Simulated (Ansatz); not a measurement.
K2RbLaV2O8:
```xyz
14
Lattice="6.0924 0.0000 0.0000 -3.0462 5.2762 0.0000 0.0000 0.0000 7.7710" Properties=species:S:1:pos:R:3 pbc="T T T"
K      0.0000     3.5174     5.3847
K      3.0462     1.7587     2.3863
Rb     0.0000     0.0000     0.0000
La     0.0000     0.0000     3.8855
V      0.0000     3.5174     1.8249
V      3.0462     1.7587     5.9460
O      0.0000     3.5174     0.1756
O      3.0462     1.7587     7.5954
O     -1.4051     4.3287     2.4385
O      4.4513     0.9475     5.3325
O      0.0000     1.8949     2.4385
O      3.0462     3.3812     5.3325
O      1.4051     4.3287     2.4385
O      1.6411     0.9475     5.3325
```

Relaxed with r²SCAN.

Q: Give the Bader charges and basin volumes of the independent atoms, the program Ansatz at the r²SCAN level (PAW).

A: 

```json
[
 {"atom": "K1", "Bader charge (e)": "+0.87", "Bader volume (Å³)": "20.1"},
 {"atom": "Rb3", "Bader charge (e)": "+0.89", "Bader volume (Å³)": "27.2"},
 {"atom": "La4", "Bader charge (e)": "+2.20", "Bader volume (Å³)": "18.6"},
 {"atom": "V5", "Bader charge (e)": "+2.24", "Bader volume (Å³)": "7.6"},
 {"atom": "O7", "Bader charge (e)": "-1.03", "Bader volume (Å³)": "20.9"},
 {"atom": "O9", "Bader charge (e)": "-1.21", "Bader volume (Å³)": "17.8"}
]
```

Space group P-3m1. The workflow started from a Materials Project entry (that database holds measured and hypothetical structures alike); the Crystallography Open Database copy checked does not list it. Its standing as an ambient phase is unchecked. Symmetry was held in the r²SCAN relaxation; whether a distortion lowers the energy is not shown. The run is not spin-polarised. No Hubbard U is applied. Scalar-relativistic: spin–orbit coupling is off unless named, which matters more the heavier the elements.

Potentials: the later of the program's two PAW sets.
